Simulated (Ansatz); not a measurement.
ZnHgS2:
Space group R3m, hexagonal axes (No. 160); a = b = 3.9506 Å, c = 19.6325 Å, α = β = 90.00°, γ = 120.00°

```tsv
atom	site	symmetry	x	y	z
Zn	3a	3m	0.0000	0.0000	0.5009
Hg	3a	3m	0.0000	0.0000	0.9966
S	3a	3m	0.0000	0.0000	0.8690
S	3a	3m	0.0000	0.0000	0.3835
```
(The calculation used a cell of 4 atoms; values per cell refer to that cell.)

Relaxed with PBEsol.

### Question
Give the optical modes at the zone centre with their infrared activity from DFPT, plane-wave PAW PBEsol (Ansatz code).

### Answer
Transverse frequencies, without the LO–TO term; a row sums one degenerate level.

```tsv
ω (cm⁻¹)	degeneracy	IR ((D/Å)²/amu)	activity	symmetry
38	2	0.21	IR	E
140	1	0.42	IR	A1
211	2	17.84	IR	E
246	1	9.35	IR	A1
250	2	2.48	IR	E
324	1	0.83	IR	A1
```

The first step of the workflow began from a Materials Project structure, measured or hypothetical; the Crystallography Open Database copy checked does not list it. Whether it is the stable phase at ambient conditions was not checked. The PBEsol relaxation kept the symmetry of its start; of distortions, only those at the zone centre were tested. Scalar-relativistic: spin–orbit coupling is off unless named, which matters more the heavier the elements.

Potentials: the later of the program's two PAW sets.
